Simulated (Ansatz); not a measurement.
A geometry of LiNbO3 away from equilibrium: step 2 of the relaxation of a relaxed LiNbO3 cell shaken by Gaussian noise of σ = 0.08 Å a coordinate. Method: r2SCAN (plane waves to 500 eV, PAW, scalar-relativistic; Ansatz, a first-principles code). Γ-centred k-mesh 5×5×6 on the run's cell (coarser than for final values), Fermi–Dirac smearing 0.05 eV. The plane waves were selected for a different cell earlier on the path.

```
CELL_PARAMETERS angstrom
     -2.67282     2.71227     3.97094
      2.75491    -2.72583     4.03405
      2.68980     2.74281    -3.97989
ATOMIC_POSITIONS crystal
  Li 0.97510 0.44227 0.51142
  Li 0.46679 0.95901 0.52205
  Nb 0.75993 0.76426 0.97864
  Nb 0.26443 0.26102 0.98319
  O  0.48822 0.59483 0.49600
  O  0.11538 0.01358 0.51925
  O  0.59582 0.09318 0.10400
  O  0.00045 0.49388 0.89244
  O  0.56975 0.54634 0.02801
  O  0.00729 0.04262 0.98471
```

**Question.** Give the Cartesian forces on all atoms (eV/Å).

**Answer.** 
```csv
atom,Fx,Fy,Fz
Li1,-0.35,-0.34,0.02
Li2,-0.16,0.11,0.12
Nb3,-0.09,0.35,-0.38
Nb4,0.68,0.46,-1.39
O5,0.44,0.23,-0.23
O6,-1.23,-0.82,0.44
O7,0.38,0.10,-0.17
O8,0.49,-0.22,0.51
O9,0.00,-0.27,-0.24
O10,-0.17,0.39,1.31
```

The path ends in R3c (No. 161) (AFLOW prototype ABC3_hR10_161_a_a_b (as in LiNbO3)). No spin polarisation in the result.

Of the parent cell (I4cm (No. 108)): it is a generated cell of LiNbO3: the first start was made by a random draw of sites in a space group, and the end was not matched to a known phase here, so it may be hypothetical. Known forms of LiNbO3 include space group No. 161.
